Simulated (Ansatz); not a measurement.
Consider the following.

Relaxed Pd (fcc, Cu type):

```xyz
2
Lattice="0.0000 3.9084 3.9084 1.9542 0.0000 1.9542 1.9542 1.9542 0.0000" Properties=species:S:1:pos:R:3 pbc="T T T"
Pd     0.0000     0.0000     0.0000
Pd     1.9542     3.9084     1.9542
```

The atoms are displaced by Q × the pattern below (from a DFPT mode at L = (0.5, 0.0, 0.0), largest move 1; Q in Å), at fixed cell. It is one choice among 2 degenerate patterns. (q is in reciprocal vectors of the primitive cell; the cell shown is doubled to hold the pattern.)

| atom | x | y | z |
|---|---|---|---|
| Pd1 | -0.285 | 0.520 | -0.805 |
| Pd2 | 0.285 | -0.520 | 0.805 |

These are r2SCAN (plane waves to 500 eV, PAW, scalar-relativistic; Ansatz, an electronic-structure program) values and carry that method's errors. k mesh 10×20×20 (Γ-centred), Fermi-Dirac smearing 0.05 eV. The energy includes the smearing's −TS. With partly filled bands, energies and forces of such displacements shift with the k mesh and the smearing. Pd is run without spin polarisation. Pd was relaxed with its symmetry unable to fall. The zero of ΔE is the undisplaced structure.

The scan covers Q from -0.280 to 0.280 Å in 13 points.

Problem. Which space group does the distorted structure have?

Solution. P-1 (No. 2), lowered from Fm-3m.

Problem. What is the energy change at Q = 0.280 Å?

Solution. 235 meV/cell.

Problem. What harmonic wavenumber does the curvature at Q = 0 give?

Solution. 108 cm⁻¹.

(A displaced cell: forces are minus the slopes of the energy, force constants its curvatures, and phonons follow from these.)
